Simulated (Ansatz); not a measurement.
## Electron–phonon coupling and T_c of NbW (computed with Ansatz 0.2.0)

Space group Cmmm (No. 65), 2 atoms in the cell of the first input below: a = 2.769 Å, b = 2.769 Å, c = 4.547 Å, α = 90.00°, β = 90.00°, γ = 109.52°.

The structure comes from the Materials Project database of computed cells (whether it is a measured phase wasn't checked), relaxed without spin–orbit coupling to zero pressure (pressure 0.0 GPa with this functional, without spin–orbit coupling). Functional: PBEsol.

Input:

```yaml
crystal:
  lattice:
    - [1.5976533436, -2.2615503205, 0.0]
    - [1.5976533436, 2.2615503205, 0.0]
    - [0.0, 0.0, 4.5473546807]
  atoms:
    - { symbol: Nb, position: [0.0, 0.0, 0.0] }
    - { symbol: W, position: [0.5, 0.5, 0.5] }
basis:
  ecutwfc: 420
  ecutrho_ratio: 4
kpoints:
  mp_grid: { grid: [14, 14, 8] }
hamiltonian:
  xc: pbesol
scf:
  occupations: { method: methfessel_paxton, width: 0.2 }
output: {}
phonons:
  supercell: [2, 2, 2]
  qpath:
    path:
      - [[0.0, 0.0, 0.0], [-0.5, 0.5, 0.0], [-0.37476495, 0.62523505, 0.0]]
      - [[0.37476495, 0.37476495, 0.0], [0.0, 0.0, 0.0], [0.0, 0.0, 0.5], [0.37476495, 0.37476495, 0.5]]
      - [[-0.37476495, 0.62523505, 0.5], [-0.5, 0.5, 0.5], [-0.5, 0.5, 0.0]]
      - [[0.0, 0.0, 0.0], [0.0, 0.5, 0.0], [0.0, 0.5, 0.5], [0.0, 0.0, 0.5], [-0.5, 0.5, 0.5]]
    npoints: 6
  electrical_resistivity: { mesh: [28, 28, 16], temperatures: [50, 100, 200, 300, 500] }
  superconductivity: { mesh: [28, 28, 16], eliashberg_equations: false }
```

```bash
ansatz run input.yaml --threads 8 --pin off --max-ram 15360MiB --backend cpu --events-out ev --progress --plain --runs-dir out
```

Time: 2.1 min on 8 threads of AMD EPYC 9R45 96-Core Processor (Zen 5) (shared host), peak memory 5.1 GiB.

On the finest mesh λ = 0.2525, ω_log = 20.931 meV, N(E_F) = 0.546 states per eV, spin and cell. λ by mesh: 28×28×16 0.253, 14×14×8 0.260, 7×7×4 0.286.

Q: What T_c does McMillan's formula in the Allen–Dynes form give for μ* = 0.10?

A: T_c = (ω_log/1.2) exp[−1.04(1+λ)/(λ − μ*(1+0.62λ))] = (242.89 K/1.2) × exp(−1.3026/0.1368) = 0.01 K. λ still moved by 3 % between the two finest meshes, so T_c isn't settled to the digits shown. By mesh, finest first, the same formula gives 0.01, 0.02, 0.07 K.

Caveats: a T_c this low hangs on μ* by orders of magnitude and means in effect no superconductivity; no spin-orbit coupling, which matters for these elements; small supercell, couplings not converged in it; λ is not converged in the mesh, and T_c depends on it steeply.
